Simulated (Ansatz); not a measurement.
SiO₂:
```yaml
crystal:
  lattice:
    - [5.02806, 0.00000, 0.00000]
    - [0.00000, 5.02806, 0.00000]
    - [0.00000, 0.00000, 7.00967]
  atoms:
    - { symbol: Si, position: [0.70192, 0.70192, 0.50000] }
    - { symbol: Si, position: [0.79808, 0.20192, 0.75000] }
    - { symbol: Si, position: [0.29808, 0.29808, 0.00000] }
    - { symbol: Si, position: [0.20192, 0.79808, 0.25000] }
    - { symbol: O, position: [0.89804, 0.76042, 0.32164] }
    - { symbol: O, position: [0.73958, 0.39804, 0.57164] }
    - { symbol: O, position: [0.10196, 0.23958, 0.82164] }
    - { symbol: O, position: [0.26042, 0.60196, 0.07164] }
    - { symbol: O, position: [0.39804, 0.73958, 0.42836] }
    - { symbol: O, position: [0.23958, 0.10196, 0.17836] }
    - { symbol: O, position: [0.60196, 0.26042, 0.92836] }
    - { symbol: O, position: [0.76042, 0.89804, 0.67836] }
```

Cartesian axes are those of the cell as given.

**Question.** Give the high-frequency dielectric tensor and the Born effective charge tensors of the independent atoms from DFPT, DFT-PBEsol in the program Ansatz with PAW potentials.

**Answer.** 
ε∞:
```
2.28  0.00  0.00
0.00  2.28  0.00
0.00  0.00  2.27
```
Z* of atom 1 (Si), rows: field, columns: displacement, in e:
```
 3.36   0.02  -0.20
 0.02   3.36   0.20
 0.35  -0.35   3.31
```
Z* of atom 5 (O), rows: field, columns: displacement, in e:
```
-2.34  -0.22   0.85
-0.16  -1.02   0.07
 0.85   0.21  -1.66
```

Space group P4_12_12. The cell was relaxed with PBEsol under the symmetry of its start.

Potentials: the earlier of the program's two PAW sets. The files were generated under PBE; for other functionals the program regenerates the frozen cores, and for LDA and PBEsol the local potential too.
